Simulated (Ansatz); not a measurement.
CdSe:
```cif
data_Cd2Se2
_chemical_formula_sum 'Cd2 Se2'
_space_group_name_H-M_alt 'P63mc'
_space_group_IT_number 186
_space_group_name_Hall 'P 6c -2c'
_cell_length_a 4.38292
_cell_length_b 4.38292
_cell_length_c 7.15369
_cell_angle_alpha 90.000
_cell_angle_beta 90.000
_cell_angle_gamma 120.000
loop_
_atom_site_label
_atom_site_type_symbol
_atom_site_symmetry_multiplicity
_atom_site_Wyckoff_symbol
_atom_site_fract_x
_atom_site_fract_y
_atom_site_fract_z
_atom_site_occupancy
Cd1 Cd 2 b 0.66667 0.33333 0.00048 1
Se1 Se 2 b 0.33333 0.66667 0.12472 1
```

Relaxed with PBE. The program Ansatz at the PBE level (PAW) gives a gap of 0.54 eV.

Q: What gap does HSE06 give on the same cell (Ansatz, PAW)?

A: 1.46 eV, 0.92 eV more. The hybrid was solved on a coarser mesh and at special points; its gap is the smallest among all of these.

```csv
k,v1 PBE,c1 PBE,v1 HSE06,c1 HSE06
Γ,0.00,0.54,0.00,1.46
A,-0.36,2.26,?,?
K,-1.52,4.34,?,?
H,-1.01,3.66,-1.08,4.67
M,-0.68,3.09,?,?
L,-1.21,2.90,?,?
```

Q: Top valence (v1) and lowest conduction level (c1) in eV from each method's valence maximum (which need not be a listed point): supply the withheld HSE06 values.

A: 
- K, v1 HSE06: -1.64
- K, c1 HSE06: 5.14
- A, v1 HSE06: -0.39
- A, c1 HSE06: 3.21
- M, v1 HSE06: -0.73
- M, c1 HSE06: 4.09
- L, v1 HSE06: -1.30
- L, c1 HSE06: 3.82

Cost on shared cores: the PBE run (SCF on a 7×7×4 mesh, then bands and DOS) roughly 70 core-seconds, the HSE06 run (SCF on 6×6×3, then a few points) about 5 core-minutes (a rough figure); the tasks are unlike.

Space group P6_3mc (wurtzite). Symmetry was held in the PBE relaxation; phonons on a q-mesh show no instability. Scalar-relativistic: spin–orbit coupling is off unless named, which matters more the heavier the elements.

Potentials: the later of the program's two PAW sets.
